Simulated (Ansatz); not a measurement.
Values for one crystal, relaxed and computed with plane-wave PAW PBEsol (Ansatz code); other levels are named.

```yaml
volume_per_atom: 13.89 Å³
electronic_character: metallic (no gap)
mechanical_stability: stable (all eigenvalues of C positive)
highest_zone_centre_frequency: 221 cm⁻¹
Young's modulus: 696 GPa
debye_temperature_from_the_elastic_constants: 484 K
Pressure derivative B′: 4.7
```

**Question.** Pick the material that matches.
(A) Ti, hcp (Mg type)
(B) Mg, hcp (Mg type)
(C) Co, hcp (Mg type)
(D) Os, hcp (Mg type)

**Answer.** D, Os, hcp (Mg type)

Space group P6_3/mmc (hcp (Mg type)). The cell was relaxed with PBEsol under the symmetry of its start. No spin polarisation was allowed. As this level gives no gap, shear constants depend on the k-mesh and smearing (Fermi–Dirac, 0.1 eV here). As this level gives no gap, phonon frequencies hold no LO–TO term and depend on the k-mesh and smearing (Fermi–Dirac, 0.1 eV here). Spin–orbit coupling is left out wherever it is not named.

Potentials: the earlier of the program's two PAW sets. The files were generated under PBE; for other functionals the program regenerates the frozen cores, and for LDA and PBEsol the local potential too.
